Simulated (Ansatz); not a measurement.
Calculated ¹⁷O NMR of the central transition for KCdCO3F

Cell: a measured structure from the Crystallography Open Database (COD), its atoms then relaxed with PBE in this cell.

Space group P-6m2 (No. 187); a = 5.1324, c = 4.4324 Å, γ = 120.00°.

| site | Wyckoff | site symmetry | x | y | z |
| --- | --- | --- | --- | --- | --- |
| K | 1a | -6m2 | 0.0000 | 0.0000 | 0.0000 |
| Cd | 1f | -6m2 | 0.6667 | 0.3333 | 0.5000 |
| C | 1d | -6m2 | 0.3333 | 0.6667 | 0.5000 |
| O | 3k | mm2 | 0.1879 | 0.3758 | 0.5000 |
| F | 1e | -6m2 | 0.6667 | 0.3333 | 0.0000 |

One atom of each set is listed.

All values are calculated (Ansatz; DFT, r2SCAN, plane waves and PAW, scalar-relativistic, 500 eV cutoff, Γ-centred 5×5×5 k-points, Fermi–Dirac smearing 0.02 eV), not measured.

¹⁷O has I = 5/2 and Q = -25.58 mb (Pyykkö 2018); at 7.05 T its Larmor frequency is ν₀ = 40.7 MHz. Only the quadrupole interaction is simulated: positions count from each site's isotropic chemical shift, and shift anisotropy, dipolar and J coupling are left out.

Question: Simulate the second-order pattern (static powder, Gaussian broadening 3 kHz) of site O (1 C at 1.29 Å; also 2 Cd at 2.57 Å, 2 K at 2.78 Å).

Answer: The calculation gives C_Q = -6.80 MHz and η = 0.56, so ν_Q = 1.02 MHz and the centre of gravity lies at -185 ppm (-7.52 kHz).

offset (kHz), height and a bar:
```
   -38.73          0 
   -36.79          6 ##
   -34.86         26 ########
   -32.92         39 ############
   -30.98         42 #############
   -29.05         44 #############
   -27.11         46 ##############
   -25.18         48 ##############
   -23.24         50 ###############
   -21.30         53 ################
   -19.37         57 #################
   -17.43         61 ##################
   -15.50         66 ####################
   -13.56         75 ######################
   -11.62         90 ###########################
    -9.69        100 ##############################
    -7.75         89 ###########################
    -5.82         79 ########################
    -3.88         75 #######################
    -1.94         74 ######################
    -0.01         73 ######################
     1.93         69 #####################
     3.87         70 #####################
     5.80         87 ##########################
     7.74         97 #############################
     9.67         67 ####################
    11.61         47 ##############
    13.55         41 ############
    15.48         37 ###########
    17.42         24 #######
    19.35          6 ##
    21.29          0
```

At O V_zz points along its bond to C (within 1°).

The largest force is 0.5 eV/Å, so the atoms aren't at the calculated equilibrium and relaxing them would move these values. The database entry as given showed forces above 3 eV/Å or a pressure above 30 GPa, though relaxing it moves no atom far.

Hardware: 1 thread of Arm Neoverse V1 (aarch64; 8 cores open to the job, memory cap 3.0 GiB, no GPU), a shared host with a load of 0.6 a core. Wall time 23 s, CPU time 23 s, peak memory 0.61 GiB.
